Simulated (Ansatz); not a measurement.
Input file for Ansatz (a first-principles code):

Ansatz 0.2 input:
```yaml
crystal:
  lattice:
    - [3.2755030702, 0.0, 0.0]
    - [-1.6377515351, 2.8366688689, 0.0]
    - [0.0, 0.0, 6.1380720971]
  atoms:
    - { symbol: V, position: [0.0, 0.0, 0.0] }
    - { symbol: Se, position: [0.6666666667, 0.3333333333, 0.7443923721] }
    - { symbol: Se, position: [0.3333333333, 0.6666666667, 0.2556076279] }
kpoints:
  mp_grid: { grid: [14, 14, 7] }
hamiltonian:
  xc: pbesol
  pseudopotentials: { kind: paw }
scf:
  occupations: { method: fermi_dirac, width: 0.1 }
phonons:
  method: dfpt
  response_accuracy: low
  eigenvectors: true
  rigid_motions: translations
```

Output (shortened):

```
Pseudopotential: V, paw, valence charge 13
Pseudopotential: Se, paw, valence charge 16
Functional definition: PBEsol
Crystal: 3 atoms, lattice volume = 57.032 Å³
Basis set: ecut = 420 eV, 1149 PW (Γ), exchange–correlation on 48×48×90 points (8 copies of the dense FFT grid, shifted against one another)
Bands: 27, of which v1, the nominal top of the filled ones, is band 23 counted from 1 (22 counted from 0)
Symmetry: 12 space group operations
k-points: 372 of 1372 (irreducible under 2 space group operations, time reversal used)
SCF iter   1: F=—  HF=-13735.920042 eV  |F-HF|=—  |Δ(HF+E_count)|=         —  Δρ=6.29e-3  dr2=2.27e-2  ethr=1.77e-3  ⟨swp⟩=4.5  Hψ=34779  notcnv=0
preconditioner: auto → LDOS
SCF iter   2: F=—  HF=-13735.918847 eV  |F-HF|=—  |Δ(HF+E_count)|=   1.20e-3  Δρ=4.38e-3  dr2=1.16e-2  ethr=5.04e-5  ⟨swp⟩=2.0  Hψ=23044  notcnv=0
SCF iter   3: F=—  HF=-13735.917066 eV  |F-HF|=—  |Δ(HF+E_count)|=   1.78e-3  Δρ=4.32e-4  dr2=8.64e-5  ethr=2.59e-5  ⟨swp⟩=3.0  Hψ=19707  notcnv=0
SCF iter   4: F=—  HF=-13735.917063 eV  |F-HF|=—  |Δ(HF+E_count)|=   2.33e-6  Δρ=1.64e-4  dr2=2.28e-5  ethr=1.92e-7  ⟨swp⟩=2.0  Hψ=18616  notcnv=0
SCF iter   5: F=—  HF=-13735.917053 eV  |F-HF|=—  |Δ(HF+E_count)|=   1.00e-5  Δρ=2.60e-5  dr2=1.36e-7  ethr=5.06e-8  ⟨swp⟩=2.2  Hψ=14602  notcnv=0
SCF iter   6: F=—  HF=-13735.917054 eV  |F-HF|=—  |Δ(HF+E_count)|=   3.56e-7  Δρ=9.51e-6  dr2=4.36e-8  ethr=3.03e-10  ⟨swp⟩=2.0  Hψ=18170  notcnv=0
SCF iter   7: F=—  HF=-13735.917054 eV  |F-HF|=—  |Δ(HF+E_count)|=   5.95e-9  Δρ=1.55e-6  dr2=4.82e-10  ethr=9.69e-11  ⟨swp⟩=2.9  Hψ=18046  notcnv=0
SCF iter   8: F=—  HF=-13735.917054 eV  |F-HF|=—  |Δ(HF+E_count)|=  3.15e-10  Δρ=4.39e-7  dr2=1.33e-10  ethr=1.07e-12  ⟨swp⟩=2.0  Hψ=18081  notcnv=0
SCF iter   9: F=-13735.917054 eV  HF=-13735.917054 eV  |F-HF|=3.64e-12  |Δ(HF+E_count)|=  1.27e-11  Δρ=8.43e-8  dr2=6.82e-12  ethr=1.00e-12  ⟨swp⟩=4.6  Hψ=46964  notcnv=0
SCF 1 converged in 9 iterations: F = -13735.917054 eV  dr2 = 6.82e-12
DFPT response loops at Γ: preconditioner auto → Kerker (q_TF=auto, 2.623 Å⁻¹) (partly filled bands, converged f_vac=0.025) …
SCF converged after 9 iterations
Free energy (F): -13735.917054 eV
Harris-Foulkes:  -13735.917054 eV  (|F-HF|=3.64e-12)
Internal energy: -13735.847234 eV  (E = F + TS)
E sigma→0 (E₀):  -13735.882144 eV
Entropy (-TS):   -0.069820 eV (-23.273 meV/atom)
Fermi energy:    11.493609 eV
--- Per-component energies (eV) ---
  E_band       = -888.735672
  E_kinetic    = 574.863294
  E_local      = -5857.986732  (includes V_loc(G=0)·N_el)
  E_nonlocal   = -1229.018086
  E_hartree    = 2873.919832
  E_xc         = -337.283683
  E_vxc        = -362.545794  (∫ρ·V_xc dr)
  E_paw        = -4822.144534  (= ΣΔE_a)
  E_vpaw       = 238.112857  (= ΣTr[D̂ρ^β])
  E_aug_tail   = -0.000942  (compensation charges beyond the density's cutoff)
  E_ewald      = -4940.362963
  E_core_change = 2.166580  (= ΣΔE_core)
  E_smearing   = -0.069820  (= −TS)
  E_closure    = 0.000000  (closes the sum)
  Σ components = -13735.917054   (vs F -13735.917054, Δ=0.00e0)
  [band-id]    e_kinetic+e_local+e_nonlocal+2·e_hartree+e_vxc+e_vpaw+e_augmentation_tail = -888.735739   (vs E_band -888.735672, Δ=-6.77e-5)
--- Band table (eV; the first three rows and the last of 372) ---
  k-point 0: bands = ["-52.8702", "-36.2970", "-36.2970", "-36.2965", "-36.2965", "-36.2633", "-36.2633", "-36.2629", "-36.2629", "-36.2484", "-36.2476", "-26.8280", "-26.8280", "-26.7738", "-3.4407", "-1.9971", "5.1502", "9.1996", "9.1996", "11.0014", …
  k-point 1: bands = ["-52.8702", "-36.2970", "-36.2970", "-36.2965", "-36.2965", "-36.2633", "-36.2633", "-36.2629", "-36.2629", "-36.2484", "-36.2476", "-26.8280", "-26.8280", "-26.7738", "-3.3924", "-2.0819", "5.3490", "9.2054", "9.2054", "10.2148", …
  k-point 2: bands = ["-52.8702", "-36.2970", "-36.2970", "-36.2965", "-36.2965", "-36.2633", "-36.2633", "-36.2629", "-36.2629", "-36.2482", "-36.2477", "-26.8280", "-26.8280", "-26.7738", "-3.2574", "-2.2952", "5.8949", "9.1751", "9.2185", "9.2185", …
  k-point 371: bands = ["-52.8597", "-36.2960", "-36.2951", "-36.2933", "-36.2930", "-36.2651", "-36.2642", "-36.2638", "-36.2634", "-36.2458", "-36.2455", "-26.9196", "-26.8735", "-26.7479", "-1.3747", "-1.0737", "6.2675", "6.7199", "7.9171", "8.0306", …
--- Phonons (Γ-DFPT): 4 representative perturbations + reference, on 372 of 1372 k-points (Σ response iterations 12) ---
  ASR residual: 3.665e-3 → 0.000e0 eV/Å²; symmetrization residual: 7.697e-5 eV/Å²
  ASR residual per site (eV/Å²): 3.67e-3 1.54e-4 1.54e-4
  Γ frequencies (cm⁻¹): 0.00 0.00 0.00 148.46 148.46 217.94 221.87 221.87 357.44
  non-analytic LO–TO correction: not included (Born effective charges unavailable; polar crystals: no LO–TO splitting at Γ)
```

Cost: about 4 core-minutes (a rough figure) on shared cores.

Space group P-3m1 (CdI2 type). The first step of the workflow began from a Materials Project structure, measured or hypothetical; the Crystallography Open Database files this formula in space group No. 164, but the cells were not matched. Whether it is the stable phase at ambient conditions was not checked. The cell was relaxed with PBEsol under the symmetry of its start; of distortions, only those at the zone centre were tested. The run is not spin-polarised. A crystal of weakly bound layers computed without a dispersion correction: the cell and the soft elastic constants depend strongly on that. With an odd number of electrons in the cell and no spin polarisation, the count alone makes it a metal. As this level gives no gap, phonon frequencies hold no LO–TO term and depend on the k-mesh and smearing (Fermi–Dirac, 0.1 eV here). Scalar-relativistic: spin–orbit coupling is off unless named, which matters more the heavier the elements.

Potentials: the later of the program's two PAW sets.

Ansatz is a plane-wave DFT program.
